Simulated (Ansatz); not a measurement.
# Density of states of ReP$_{2}$

```
CELL_PARAMETERS angstrom
0.00000 2.87279 2.87279
2.87279 0.00000 2.87279
2.87279 2.87279 0.00000
ATOMIC_POSITIONS crystal
Re 0.00000 0.00000 0.00000
P 0.25000 0.25000 0.25000
P 0.75000 0.75000 0.75000
```

The cell was built from the fluorite type and relaxed in the same program, and has space group Fm-3m; it needn't be a known or the stable phase.

Spin polarisation is left out, and whether a magnetic state lies lower isn't shown here.

No spin–orbit coupling, which matters for the heavy atoms here.

The calculation used Ansatz 0.2.0, DFT, PBE, all-electron LAPW, scalar-relativistic.

The runs use a Γ-centred 11×11×11 k mesh, Fermi–Dirac smearing of 0.03 eV, basis error target 0.5 meV/atom, no spin polarisation.

Q: Which of the resolved shells contributes most within 0.3 eV of the Fermi level?

A: Re 5d, with 56 % of all states there; P 3p follows with 32 %.

Q: Where is the centre of the filled Re 5d states between -14 eV and the top of the filled states?

A: -3.10 eV from the Fermi level.

Q: Tabulate the density of states.

A: States per eV and cell, averaged over 0.4 eV, from -13.0 to 4.8 eV, with energies (bin centres) from the Fermi level; empty bins are left out. The partial columns, the largest 4 alone, are projections on Löwdin-orthogonalised atomic shells (those that the program's projection atoms carry: the occupied ones and, for some elements, an empty d or f shell; other empty shells have no column), summed over atoms of an element. Weights on diffuse s and p shells depend on that basis and aren't pure angular character.
| E (eV) | total | P 3p | Re 5d | P 3s | Re 6s |
| --- | --- | --- | --- | --- | --- |
| -12.9 | 0.46 | 0.05 | 0.01 | 0.28 | 0.11 |
| -12.5 | 0.58 | 0.08 | 0.02 | 0.36 | 0.11 |
| -12.1 | 0.78 | 0.11 | 0.05 | 0.50 | 0.12 |
| -11.7 | 0.98 | 0.13 | 0.08 | 0.65 | 0.11 |
| -11.3 | 1.03 | 0.10 | 0.08 | 0.77 | 0.06 |
| -10.9 | 0.83 | 0.09 | 0.08 | 0.64 | 0.01 |
| -10.5 | 2.07 | 0.23 | 0.32 | 1.49 | 0.01 |
| -10.1 | 1.15 | 0.12 | 0.25 | 0.78 | 0.00 |
| -9.7 | 0.59 | 0.07 | 0.13 | 0.39 | 0.00 |
| -9.3 | 0.35 | 0.05 | 0.08 | 0.22 | 0.00 |
| -8.9 | 0.22 | 0.03 | 0.05 | 0.13 | 0.00 |
| -8.5 | 0.13 | 0.02 | 0.03 | 0.08 | 0.00 |
| -8.1 | 0.07 | 0.01 | 0.02 | 0.05 | 0.00 |
| -7.7 | 0.10 | 0.05 | 0.02 | 0.03 | 0.01 |
| -7.3 | 0.31 | 0.20 | 0.04 | 0.02 | 0.04 |
| -6.9 | 0.51 | 0.34 | 0.06 | 0.03 | 0.06 |
| -6.5 | 0.60 | 0.41 | 0.09 | 0.03 | 0.06 |
| -6.1 | 1.01 | 0.69 | 0.22 | 0.04 | 0.05 |
| -5.7 | 2.55 | 1.60 | 0.83 | 0.04 | 0.04 |
| -5.3 | 2.96 | 1.82 | 0.96 | 0.06 | 0.08 |
| -4.9 | 2.19 | 1.32 | 0.74 | 0.05 | 0.05 |
| -4.5 | 1.53 | 1.00 | 0.41 | 0.06 | 0.04 |
| -4.1 | 1.72 | 1.01 | 0.54 | 0.08 | 0.06 |
| -3.7 | 0.94 | 0.52 | 0.29 | 0.07 | 0.04 |
| -3.3 | 0.92 | 0.46 | 0.36 | 0.06 | 0.02 |
| -2.9 | 1.39 | 0.70 | 0.59 | 0.04 | 0.02 |
| -2.5 | 1.87 | 0.82 | 0.87 | 0.08 | 0.04 |
| -2.1 | 1.93 | 0.65 | 1.11 | 0.06 | 0.05 |
| -1.7 | 2.65 | 1.03 | 1.40 | 0.08 | 0.05 |
| -1.3 | 1.85 | 0.70 | 0.93 | 0.11 | 0.04 |
| -0.9 | 2.10 | 0.53 | 1.27 | 0.14 | 0.07 |
| -0.5 | 3.52 | 0.62 | 2.51 | 0.14 | 0.08 |
| -0.1 | 2.64 | 0.85 | 1.48 | 0.15 | 0.03 |
| 0.3 | 2.11 | 0.75 | 1.13 | 0.09 | 0.02 |
| 0.7 | 1.50 | 0.72 | 0.58 | 0.09 | 0.01 |
| 1.1 | 1.10 | 0.61 | 0.34 | 0.08 | 0.00 |
| 1.5 | 0.91 | 0.58 | 0.21 | 0.07 | 0.00 |
| 1.9 | 0.40 | 0.24 | 0.09 | 0.06 | 0.00 |
| 2.3 | 0.42 | 0.21 | 0.11 | 0.07 | 0.00 |
| 2.7 | 1.10 | 0.42 | 0.35 | 0.14 | 0.00 |
| 3.1 | 1.36 | 0.45 | 0.49 | 0.19 | 0.01 |
| 3.5 | 2.00 | 0.73 | 0.73 | 0.29 | 0.01 |
| 3.9 | 1.24 | 0.63 | 0.33 | 0.08 | 0.01 |
| 4.3 | 1.34 | 0.72 | 0.33 | 0.04 | 0.00 |
| 4.7 | 2.82 | 1.49 | 0.83 | 0.06 | 0.01 |
